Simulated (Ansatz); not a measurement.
Cu (simple cubic, space group No. 221) is relaxed with PBEsol in the plane-wave PAW code Ansatz. What lattice parameters of the conventional cell result?

a = 2.360 Å.

Space group Pm-3m (simple cubic). The start of the workflow was typed in or built on a structure type; neither database checked (COD, Materials Project) lists it. It is not the phase usual at ambient conditions (space group No. 225). Symmetry was held in the PBEsol relaxation. At this level the phase is mechanically unstable. The run is not spin-polarised.

Potentials: the later of the program's two PAW sets.
